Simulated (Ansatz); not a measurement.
Starting structure of a cell relaxation (symmetry kept):

```
Si
1.0
    -3.34576    3.34576    1.93051
     3.34576   -3.34576    1.93051
     3.34576    3.34576   -1.93051
Si
4
Direct
  0.17861 0.17861 0.35722
  0.82139 0.82139 0.64278
  0.17861 0.82139 0.00000
  0.82139 0.17861 0.00000
```

Level of theory: DFT LDA, scalar-relativistic, plane waves, PAW in Ansatz.

Cutoff 420 eV; k points 10×10×10 on the computed 4-atom cell (Γ-centred); Gaussian smearing, width 0.01 eV; no spin polarisation.

What does it relax to?

The volume drops by 0.81 Å³/atom to 20.80 Å³/atom, and the energy falls by 8.1 meV/atom. Final structure:
```cif
data_structure
_symmetry_space_group_name_H-M 'I4/mmm'
_symmetry_Int_Tables_number 139
_cell_length_a 6.6036
_cell_length_b 6.6036
_cell_length_c 3.8160
_cell_angle_alpha 90.000
_cell_angle_beta 90.000
_cell_angle_gamma 90.000
_cell_volume 166.40
loop_
_atom_site_label
_atom_site_type_symbol
_atom_site_symmetry_multiplicity
_atom_site_Wyckoff_symbol
_atom_site_fract_x
_atom_site_fract_y
_atom_site_fract_z
_atom_site_occupancy
Si1 Si 8 h 0.67882 0.67882 0.50000 1
```

This form isn't the element's structure at ambient conditions.

Cost: 1 run of about 0.97 core-minutes, on Intel Xeon Processor @ 2.50GHz (Skylake/Cascade Lake) (shared hosts).